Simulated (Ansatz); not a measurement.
La: levels along high-symmetry lines

```
CELL_PARAMETERS angstrom
3.78306 0.00000 0.00000
-1.89153 3.27623 0.00000
0.00000 0.00000 6.07613
ATOMIC_POSITIONS crystal
La 0.33333 0.66667 0.25000
La 0.66667 0.33333 0.75000
```

Atoms are numbered in the order listed.

The structure comes from a relaxation in the same program, started in the hcp type, and has space group P6_3/mmc. Whether it is a known phase or the ground state wasn't checked.

Spin–orbit coupling is left out, though it moves levels of the heavy atoms by tenths of an eV or more.

Computed with DFT, PBE, all-electron LAPW, scalar-relativistic (Ansatz 0.2.0).

Sampling and basis: a Γ-centred 12×12×7 k mesh, Fermi–Dirac smearing of 0.05 eV, basis error target 1 meV/atom, no spin polarisation.

Points in fractions of the reciprocal vectors of this cell: Γ (0, 0, 0), M (0.5, 0, 0), K (0.333, 0.333, 0), A (0, 0, 0.5), L (0.5, 0, 0.5), H (0.333, 0.333, 0.5). The path joins them by straight lines in the order Γ–M–K–Γ–A–L–H–A–L; legs that retrace an earlier one aren't tabulated. Energies are in eV from the Fermi level.

Problem. List the levels at Γ between -14 and 1 eV.

Solution. -3.20, -1.74.

Problem. List the levels at K between -14 and 1 eV.

Solution. -1.25, 0.02 (×2), 0.25, 0.86 (×2).

Problem. List the levels at L between -14 and 1 eV.

Solution. -1.63 (×2), -0.34 (×2).

Problem. What is the band gap?

Solution. none: bands cross the Fermi level, a metal.
